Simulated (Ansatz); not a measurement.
## Elastic constants of Sb: input and output

The calculation used Ansatz 0.2.0, DFT PBE, scalar-relativistic, plane waves, PAW.

Launched with:
```bash
ansatz run input.yaml --threads 1 --pin off --max-ram 3072MiB --backend cpu --events-out ev --progress --plain --runs-dir out
```

Input (bare energies are in eV):
```yaml
crystal:
  lattice:
    - [2.1853137673, 1.2616914918, 3.8460865573]
    - [-2.1853137673, 1.2616914918, 3.8460865573]
    - [0.0, -2.5233829836, 3.8460865573]
  atoms:
    - { symbol: Sb, position: [0.2330466971, 0.2330466971, 0.2330466971] }
    - { symbol: Sb, position: [0.7669533029, 0.7669533029, 0.7669533029] }
basis:
  ecutwfc: 420
kpoints:
  mp_grid: { grid: [12, 12, 12] }
hamiltonian:
  xc: pbe
scf:
  occupations: { method: fermi_dirac, width: 0.15 }
output:
  forces: true
  stress: true
  eigenvalues: true
elastic:
  mode: relaxed_ion
  amplitude: 0.005
```

From the output:
```
--- Elastic constants: 3 strain directions × 4 members + reference (group order 12) ---
  dense FFT box of the reference and of every strained cell: 32×32×32
  strains applied: 11, 33, 23; error gains: componentwise 1.00 (the most a stress slope's error grows in a printed constant), spectral 1.41 (1 for all six strains in a standard setting)
  reference relaxed by the batch: 3 steps; max|allowed force component| 3.24e-4 eV/Å at the deck's positions, 7.44e-8 at the last accepted step, 4.32e-9 by the solve of record
  largest displacement 3.7e-5 Å; the constants are those of the deck's cell at these positions:
  atoms:
    - { symbol: Sb, position: [0.23304990535411493, 0.23304990535411493, 0.23304990535411493] }
    - { symbol: Sb, position: [0.7669500946458851, 0.7669500946458851, 0.7669500946458851] }
  C = ∂σ_k/∂η_j (tension-positive GPa; Voigt order 11 22 33 23 13 12):
        78.369     24.259     20.840    -14.098      0.000      0.000
        24.259     78.369     20.840     14.098      0.000      0.000
        20.832     20.832     32.873      0.000      0.000      0.000
       -14.097     14.097      0.000     24.380      0.000      0.000
         0.000     -0.000      0.000      0.000     24.380    -14.097
        -0.000      0.000      0.000      0.000    -14.098     27.055
  reference stress σ⁰ (GPa):     -0.001     -0.001      0.007      0.000     -0.000     -0.000
  C* (energy form; C + prestress term) asymmetry max|C*_kj − C*_jk| = 2.668e-4 GPa — a small one proves nothing (zero by symmetry where the batch's group is 432, −43m or m−3m); a large one is finite-difference/SCF noise where every solve ...
  moduli (Voigt/Reuss/Hill, GPa): K = 35.72/29.47/32.59   G = 23.41/16.19/19.80   E = 49.40   ν = 0.247
  mechanically stable: yes (min eigenvalue of sym C = 11.56 GPa)
  strain η (Voigt 11):  stress-route row diagonal C_11 = 78.37 GPa, energy-path curvature d²(F+E_count+ΔE)/dδ²/Ω₀ = 78.37 GPa
    cells at ±δ against ±2δ: C11 78.35 and 78.31 GPa, apart by 0.06 % of the column's largest entry
         δ    σ_11 (GPa) F (eV) n_scf n_hpsi n_pw
    -1.000e-2      -0.8007      -12968.9875506       2   91944   1250   relax 5 steps, max|allowed force component| 4.93e-5 eV/Å
    -5.000e-3      -0.3970      -12968.9887388       2   94309   1254   relax 3 steps, max|allowed force component| 6.29e-6 eV/Å
     5.000e-3       0.3865      -12968.9887505       2   92844   1277   relax 3 steps, max|allowed force component| 7.71e-6 eV/Å
     1.000e-2       0.7655      -12968.9876053       2   92367   1281   relax 4 steps, max|allowed force component| 2.79e-6 eV/Å
  strain η (Voigt 33):  stress-route row diagonal C_33 = 32.87 GPa, energy-path curvature d²(F+E_count+ΔE)/dδ²/Ω₀ = 32.87 GPa
    cells at ±δ against ±2δ: C13 20.85 and 20.86 GPa, apart by 0.05 % of the column's largest entry
         δ    σ_33 (GPa) F (eV) n_scf n_hpsi n_pw
    -1.000e-2      -0.3424      -12968.9884812       2   36726   1267   relax 3 steps, max|allowed force component| 2.53e-6 eV/Å
    -5.000e-3      -0.1628      -12968.9889794       2   35915   1267   relax 3 steps, max|allowed force component| 1.14e-5 eV/Å
     5.000e-3       0.1660      -12968.9889617       2   37916   1285   relax 3 steps, max|allowed force component| 6.11e-6 eV/Å
     1.000e-2       0.3155      -12968.9884807       2   36343   1285   relax 3 steps, max|allowed force component| 2.01e-5 eV/Å
  strain η (Voigt 23):  stress-route row diagonal C_44 = 24.38 GPa, energy-path curvature d²(F+E_count+ΔE)/dδ²/Ω₀ = 24.37 GPa
    cells at ±δ against ±2δ: C24 14.11 and 14.14 GPa, apart by 0.12 % of the column's largest entry
         δ    σ_23 (GPa) F (eV) n_scf n_hpsi n_pw
    -1.000e-2      -0.2467      -12968.9886442       2   93311   1267   relax 5 steps, max|allowed force component| 2.61e-6 eV/Å
    -5.000e-3      -0.1226      -12968.9890124       2   92292   1269   relax 3 steps, max|allowed force component| 3.36e-5 eV/Å
     5.000e-3       0.1211      -12968.9890129       2   92341   1269   relax 3 steps, max|allowed force component| 2.07e-5 eV/Å
     1.000e-2       0.2404      -12968.9886538       2   93193   1267   relax 4 steps, max|allowed force component| 3.22e-7 eV/Å
```

It took 21 min on 1 thread of Intel(R) Xeon(R) Platinum 8259CL CPU @ 2.50GHz (Skylake/Cascade Lake), on a shared host, peak memory 0.82 GiB.

In a metal, frequencies and elastic constants depend on the k mesh and the smearing, soft modes and shear constants most. Spin–orbit coupling is left out, which matters for heavy elements. A semilocal functional can close a gap that the real compound has.

The least eigenvalue is 11.6 GPa; in a metal on this mesh the verdict on stability isn't firm within about 20 GPa or a tenth of the bulk modulus.